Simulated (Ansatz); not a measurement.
# Si₃N₄: a ladder of calculations

Cell of run 1: a structure deposited in the COD.

Space group P6_3/m (No. 176); a = 7.6170, c = 2.9134 Å, γ = 120.00°.

| site | Wyckoff | site symmetry | x | y | z |
| --- | --- | --- | --- | --- | --- |
| Si | 6h | m.. | 0.1784 | 0.7749 | 0.2500 |
| N7 | 2c | -6.. | 0.3333 | 0.6667 | 0.2500 |
| N9 | 6h | m.. | 0.3359 | 0.0328 | 0.2500 |

One atom of each set is listed.

Relaxed positions (PBE, cell held):

Si (0.1740, 0.7679, 0.2500)
N7 (0.3333, 0.6667, 0.2500)
N9 (0.3298, 0.0300, 0.2500)

All runs are DFT with Ansatz 0.2.0 (plane waves and PAW, scalar-relativistic unless spin–orbit coupling is named, Γ-centred meshes, Fermi–Dirac smearing where given) in this cell.

Run 1: PBE, atoms as given; 420 eV, 4×4×9 k-points, smearing 0.02 eV.
Run 2: PBE, atoms relaxed; 420 eV, 4×4×9 k-points, smearing 0.02 eV.
Run 3: r2SCAN, at the relaxed atoms; 500 eV, 4×4×9 k-points, smearing 0.02 eV.
Run 4: LDA, at the relaxed atoms; 420 eV, 4×4×9 k-points, smearing 0.02 eV.
Run 5: PBEsol, at the relaxed atoms; 420 eV, 4×4×9 k-points, smearing 0.02 eV.

(1) What does each run give, and what moves the gradients most?

## Answers

(1) 

```
run   Si V_zz (η)   N7 V_zz (η)   N9 V_zz (η)
  1  -0.73 (0.21)  -5.17 (0.00)  -4.88 (0.10)
  2   0.98 (0.42)  -4.94 (0.00)  -5.00 (0.08)
  3   0.98 (0.40)  -5.01 (0.00)  -4.98 (0.08)
  4   0.97 (0.43)  -4.75 (0.00)  -4.81 (0.08)
  5   0.97 (0.42)  -4.72 (0.00)  -4.80 (0.08)
```

V_zz in 10²¹ V/m². Against run 1, the gradient tensors on these sites move by at most 1.06 in run 2 (Si), 1.08 in run 3 (Si), 1.05 in run 4 (Si), 1.05 in run 5 (Si). Taken one at a time, the positions of the atoms (as given or relaxed) move the tensors on these sites by up to 1.06 (largest principal value of the change, on Si), the functional (between the two that differ most) by 0.29 (N7). On some sites the largest principal value moves to another axis from run to run, and the sign of V_zz can flip with it.

In run 1 the atoms aren't at the calculated equilibrium (largest force 1.2 eV/Å).
